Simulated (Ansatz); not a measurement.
Relaxed-ion elastic tensor of Mo₂C in space group P-3m1 (No. 164; Mo on 2d, C on 1b) in GPa (Voigt order), LDA in the plane-wave PAW code Ansatz; density 9.35 g/cm³, 12.07 Å³ per atom.

```tsv
	1	2	3	4	5	6
1	520	148	216	25.1	0.0	0.0
2	148	520	216	-25.1	0.0	0.0
3	216	216	513	0.0	0.0	0.0
4	25.1	-25.1	0.0	144	0.0	0.0
5	0.0	0.0	0.0	0.0	144	25.1
6	0.0	0.0	0.0	0.0	25.1	186
```

**Question.** Is the crystal mechanically stable?

**Answer.** Yes: the smallest eigenvalue of C is 132 GPa.

**Question.** Work out the Voigt, Reuss and Hill averages.

**Answer.** K_V = 301, K_R = 300, K_H = 301; G_V = 159, G_R = 154, G_H = 157 GPa.

**Question.** Give Young's modulus, Poisson's ratio, Pugh's ratio and the universal anisotropy index.

**Answer.** E = 9KG/(3K + G) = 400 GPa; ν = 0.28; K/G = 1.92 (ductile by the Pugh limit of 1.75); A_U = 5G_V/G_R + K_V/K_R − 6 = 0.19.

**Question.** Estimate the sound speeds and the Debye temperature.

**Answer.** v_l = √((K + 4G/3)/ρ) = 7380 m/s, v_t = √(G/ρ) = 4090 m/s, mean 4560 m/s; Θ = (h/k)(3n/4πV)^(1/3) v_m = 592 K.

**Question.** How much does each axis shrink under pressure?

**Answer.** Linear compressibilities β_i = Σ_j S_ij (j = 1 to 3): x 1.2, y 1.2, z 0.94 per TPa.

The workflow started from a Materials Project entry (that database holds measured and hypothetical structures alike); the Crystallography Open Database copy checked does not list it. COD files the formula under space group No. 60, so this cell is another polymorph or a model. Its standing as an ambient phase is unchecked. The cell was relaxed with LDA under the symmetry of its start; of distortions, only those at the zone centre were tested. No spin polarisation was allowed. As this level gives no gap, shear constants depend on the k-mesh and smearing (Fermi–Dirac, 0.1 eV here).

Potentials: the later of the program's two PAW sets.
